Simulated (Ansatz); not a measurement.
CuI:
```yaml
crystal:
  lattice:
    - [4.10873, 0.00000, 0.00000]
    - [-2.05437, 3.55827, 0.00000]
    - [0.00000, 0.00000, 7.26357]
  atoms:
    - { symbol: Cu, position: [0.66667, 0.33333, 0.59271] }
    - { symbol: Cu, position: [0.33333, 0.66667, 0.40729] }
    - { symbol: I, position: [0.33333, 0.66667, 0.76215] }
    - { symbol: I, position: [0.66667, 0.33333, 0.23785] }
```

DFT-r²SCAN+D4 in the program Ansatz with PAW potentials gives a gap of 2.14 eV without spin–orbit coupling, maximum at Γ, minimum at Γ.

Q: What happens when spin–orbit coupling is switched on?

A: The gap decreases by 0.23 eV, to 1.91 eV; maximum at Γ, minimum at Γ.

Q: Give the electron effective mass with spin–orbit coupling.

A: 0.18, 0.29, 0.29 mₑ (principal values).

Q: Give the hole effective mass with spin–orbit coupling.

A: 0.42, 0.42, 2.8 mₑ (principal values).

Space group P-3m1. The workflow started from a Materials Project entry (that database holds measured and hypothetical structures alike); the Crystallography Open Database copy checked does not list it. It is not the phase usual at ambient conditions (space group No. 216). The cell was relaxed with r²SCAN+D4 under the symmetry of its start; whether a distortion lowers the energy is not shown. No spin polarisation was allowed.

Potentials: the later of the program's two PAW sets.
